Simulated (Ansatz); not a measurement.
ZrTa:
```
ZrTa
1.0
    3.43492     0.00000     0.00000
    0.00000     3.43492     0.00000
    0.00000     0.00000     3.43492
Ta Zr
1 1
Direct
  0.00000   0.00000   0.00000
  0.50000   0.50000   0.50000
```

Relaxed with r²SCAN. Special points in fractions of this cell's reciprocal vectors: Γ (0.000, 0.000, 0.000); X (0.000, 0.500, 0.000); M (0.500, 0.500, 0.000); R (0.500, 0.500, 0.500).

### Question
List the band energies nearest the Fermi level at these points for r²SCAN with spin–orbit coupling in the plane-wave PAW code Ansatz.

### Answer
In eV from the Fermi level; about four levels below and three above (degenerate sets whole), none deeper than 8.9 eV; points with the same levels are listed once.

| k | below | above |
|---|---|---|
| Γ | -3.31 -3.31 -3.31 -3.31 | 0.97 0.97 0.97 0.97 |
| X | -0.97 -0.97 -0.15 -0.15 | 1.03 1.03 1.33 1.33 |
| M | -1.13 -1.13 -1.03 -1.03 | 1.27 1.27 1.82 1.82 |
| R | -0.74 -0.74 -0.74 -0.74 | 4.58 4.58 4.58 4.58 |

Space group Pm-3m (CsCl type). The start of the workflow was typed in or built on a structure type; neither database checked (COD, Materials Project) lists it. Its standing as an ambient phase is unchecked. Symmetry was held in the r²SCAN relaxation; its stability against distortions is not shown here. No spin polarisation was allowed. Its formation energy is positive at this level, so the cell may be metastable or incomplete.

Potentials: the later of the program's two PAW sets.
